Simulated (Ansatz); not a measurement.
Space group Im-3m (No. 229). a = 4.169 Å, b = 4.169 Å, c = 4.169 Å, α = 90.00°, β = 90.00°, γ = 90.00°
```tsv
atom	site	symmetry	x	y	z
Na	2a	m-3m	0.0000	0.0000	0.0000
```

Equation of state of this Na structure (not necessarily the ground state), with shape and atoms relaxed at each volume where symmetry leaves them free. It has no gap at any of these volumes. Computed with Ansatz 0.2.0, DFT PBEsol, scalar-relativistic, plane waves, PAW.

Cutoff 420 eV; k points 14×14×14 on the computed 1-atom cell (Γ-centred); Gaussian smearing, width 0.10 eV; no spin polarisation.

```
V (Å³/atom) E − E(largest V) (meV/atom) P (GPa)
     31.886                         8.42     1.29
     32.973                         1.04     0.90
     34.060                        -3.86     0.56
     35.147                        -6.63     0.27
     36.234                        -7.53     0.01
     37.321                        -6.81    -0.21
     38.408                        -4.70    -0.40
     39.857                         0.00    -0.62
```

Problem. Fit a third-order Birch–Murnaghan equation to E(V).

Solution. V0 = 36.27 Å³/atom, B0 = 8 GPa, B0' = 3.7.

Cost: 8 runs of about 0.41 core-minutes in all, on Arm Neoverse V1 (shared hosts).